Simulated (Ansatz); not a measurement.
Mg (hcp, Mg type)

```
Mg
1.0
    3.17453     0.00000     0.00000
   -1.58726     2.74922     0.00000
    0.00000     0.00000     5.18496
Mg
2
Direct
  0.33333   0.66667   0.75000
  0.66667   0.33333   0.25000
```

The slice is a (1 -1 0 0) plane (indices of the conventional cell) through the point (0.333, 0.667, 0.750) (fractional), spanned by u = [110] and v = [001] in vectors of this cell: u (3.17 Å) and v (5.18 Å, at 90° to u). It covers one period; positions are fractions (u, v).

The numbers are results of r2SCAN (plane waves to 500 eV, PAW, scalar-relativistic; Ansatz, a quantum-chemistry and plane-wave program), not measurements. k mesh 17×17×9. Inside the PAW spheres the values are not all-electron values, and peaks at nuclei hang on which shells count as valence. Mg was relaxed with its symmetry unable to fall. The PAW data are Ansatz's earlier set.

The ELF has a maximum in the middle third of the Mg–Mg line. Where, and how high?

0.57, 1.6 Å from Mg.

What is the valence density on the shortest Mg–Mg line in this plane (3.17 Å), at its midpoint?

0.10 e/Å³.

Predict the map of the electrostatic potential energy of an electron, from the cell's mean on the slice.


```
|xxxxxx-*##*-xxxxx|
|xxxxx -*%%*- xxxx|
|xxxxx:+#%%#+:xxxx|
|xxxx.=*%@@%*=.xxx|
|xxx.=*%@@@@%*=.xx|
|::-+*#%@@@@%#*+-:|
|***#%%%@@@@%%%#**|
|%%%%%%%%%%%%%%%%%|
|@@@%%##****##%%@@|
|@@@%#*+====+*#%@@|
|@@@%#+-:..:-+#%@@|
|@@%#*=: xx :=*#%@|
|@@%#+-.xxxx.-+#%@|
|@@%#+: xxxx :+#%@|
|@@%#+-.xxxx.-+#%@|
|@@%#*=: xx :=*#%@|
|@@@%#+-:..:-+#%@@|
|@@@%#*+====+*#%@@|
|@@@%%##****##%%@@|
|%%%%%%%%%%%%%%%%%|
|***#%%%@@@@%%%#**|
|::-+*#%@@@@%#*+-:|
|xxx.=*%@@@@%*=.xx|
|xxxx.=*%@@%*=.xxx|
|xxxxx:+#%%#+:xxxx|
|xxxxx -*%%*- xxxx|
|xxxxxx-*##*-xxxxx|
|xxxxxx:+##+:xxxxx|
```
Scale: ten equal steps from -0.52 (start of ' ') to 6.88 (end of '@'), in the order ' .:-=+*#%@'. Values: electrostatic potential energy of an electron, from the cell's mean, in eV. The map has 17 points along u (one character each, u = 0 at the left) and 28 along v (v = 0 in the bottom row). Points within 1 Å of a nucleus are blanked (x), as the pseudised field means little there. The zero, the cell's mean, hangs on the PAW cores.
